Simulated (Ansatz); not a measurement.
C:
```
C
1.0
    4.43605     0.00000     0.00000
   -2.21802     3.84173     0.00000
    0.00000     0.00000     2.52196
C
6
Direct
  0.44790   0.89579   0.25000
  0.10421   0.55210   0.25000
  0.44790   0.55210   0.25000
  0.55210   0.10421   0.75000
  0.89579   0.44790   0.75000
  0.55210   0.44790   0.75000
```

Relaxed with r²SCAN. Independent-particle spectrum: no excitons, no local fields, no scissors shift; 0.1 eV broadening; ε₁ of the summed bands alone.

Tabulate the dielectric function from r²SCAN in the plane-wave PAW code Ansatz.



```tsv
E (eV)	ε₁ xx	ε₂ xx	ε₁ zz	ε₂ zz
0.0	5.98	0.00	4.32	0.00
0.5	6.01	0.00	4.32	0.00
1.0	6.11	0.00	4.34	0.00
1.5	6.30	0.00	4.38	0.00
2.0	6.67	0.00	4.43	0.00
2.5	7.78	0.58	4.50	0.00
3.0	7.24	1.64	4.59	0.01
3.5	6.93	1.95	4.71	0.02
4.0	6.80	2.19	4.84	0.05
4.5	6.75	2.43	5.00	0.10
5.0	6.76	2.71	5.19	0.16
5.5	6.83	3.06	5.41	0.24
6.0	6.98	3.52	5.68	0.36
6.5	7.31	4.28	6.00	0.51
7.0	6.36	5.89	6.40	0.75
7.5	5.79	6.26	6.88	1.14
8.0	4.64	7.54	7.35	1.79
8.5	3.82	6.23	8.10	2.61
9.0	3.00	7.98	7.76	6.15
9.5	1.18	6.23	4.81	4.20
10.0	1.44	5.66	5.64	4.86
10.5	1.02	4.98	6.19	3.41
11.0	1.61	4.50	7.59	4.38
11.5	0.45	5.40	7.50	7.56
12.0	0.37	4.73	6.09	8.00
```

From ε at 3.9 eV (xx: 6.82 + 2.14i), find n, k, the normal reflectivity and the absorption coefficient.

n = 2.64, k = 0.405, R = 21 %, α = 2kE/ħc = 160000 cm⁻¹.

With all bands, ε∞ without local fields is 6.12 (xx = yy), 4.44 (zz).

Space group P6_3/mmc. The start of the workflow was typed in or built on a structure type. Its sites differ from those of the usual phase in this space group: another stacking or structure type. Symmetry was held in the r²SCAN relaxation; whether a distortion lowers the energy is not shown.

Potentials: the earlier of the program's two PAW sets.
